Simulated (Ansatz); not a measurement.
NbSi₂ (CrSi2 type, space group P6_222)

```yaml
crystal:
  lattice:
    - [4.76747, 0.00000, 0.00000]
    - [-2.38374, 4.12875, 0.00000]
    - [0.00000, 0.00000, 6.57579]
  atoms:
    - { symbol: Nb, position: [0.50000, 0.00000, 0.00000] }
    - { symbol: Nb, position: [0.50000, 0.50000, 0.33333] }
    - { symbol: Nb, position: [0.00000, 0.50000, 0.66667] }
    - { symbol: Si, position: [0.15965, 0.31929, 0.00000] }
    - { symbol: Si, position: [0.84035, 0.15965, 0.33333] }
    - { symbol: Si, position: [0.68071, 0.84035, 0.66667] }
    - { symbol: Si, position: [0.84035, 0.68071, 0.00000] }
    - { symbol: Si, position: [0.15965, 0.84035, 0.33333] }
    - { symbol: Si, position: [0.31929, 0.15965, 0.66667] }
```

Equation-of-state scan: isotropic scaling of the cell above, V₀ being its volume. The atoms relax within the cell's symmetry.

The numbers are results of PBEsol (plane waves to 420 eV, PAW, scalar-relativistic; Ansatz, a quantum-chemistry and plane-wave program), not measurements. k mesh 12×12×8 (Γ-centred), Fermi-Dirac smearing 0.05 eV. Energies are smeared free energies. Stress and pressure are positive under compression. NbSi2 is run without spin polarisation. NbSi2 was relaxed with its symmetry unable to fall. ΔE is measured from the relaxed starting cell.

Task: Give the computed ΔE (kJ/mol of atoms) and P (GPa) at V/V₀ = 0.920, 0.980, 1.020, 1.040, 1.080, 1.100.

Result: 
| V/V₀ | ΔE (kJ/mol of atoms) | P (GPa) |
|---|---|---|
| 0.920 | 6.0 | 18.7 |
| 0.980 | 0.3 | 4.0 |
| 1.020 | 0.3 | -3.6 |
| 1.040 | 1.2 | -6.8 |
| 1.080 | 4.5 | -12.3 |
| 1.100 | 6.9 | -14.6 |

(Under strain, the slope of the energy per volume gives the stress and its curvature an elastic modulus.)
